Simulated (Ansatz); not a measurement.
Al (dhcp (α-La type), P6_3/mmc) under volume change, r²SCAN (plane waves, PAW; program Ansatz), shape and atoms relaxed at each volume.

```json
[
 {"V (Å³/atom)": "14.529", "E − E(relaxed) (meV/atom)": "43.2", "P (GPa)": "10.48"},
 {"V (Å³/atom)": "15.008", "E − E(relaxed) (meV/atom)": "18.2", "P (GPa)": "6.41"},
 {"V (Å³/atom)": "15.487", "E − E(relaxed) (meV/atom)": "4.3", "P (GPa)": "2.95"},
 {"V (Å³/atom)": "15.966", "E − E(relaxed) (meV/atom)": "0.0", "P (GPa)": "0.00"},
 {"V (Å³/atom)": "16.445", "E − E(relaxed) (meV/atom)": "3.9", "P (GPa)": "-2.53"},
 {"V (Å³/atom)": "16.924", "E − E(relaxed) (meV/atom)": "14.7", "P (GPa)": "-4.67"},
 {"V (Å³/atom)": "17.402", "E − E(relaxed) (meV/atom)": "31.5", "P (GPa)": "-6.49"}
]
```

Question: What does a third-order Birch–Murnaghan fit give for V₀, B₀ and B′?

Answer: V₀ = 15.97 Å³/atom, B₀ = 90.7 GPa, B′ = 4.3.

The workflow started from a Materials Project entry (that database holds measured and hypothetical structures alike); the Crystallography Open Database copy checked does not list it. It is not the phase usual at ambient conditions (space group No. 225). Symmetry was held in the r²SCAN relaxation; of distortions, only those at the zone centre were tested.

Potentials: the earlier of the program's two PAW sets.
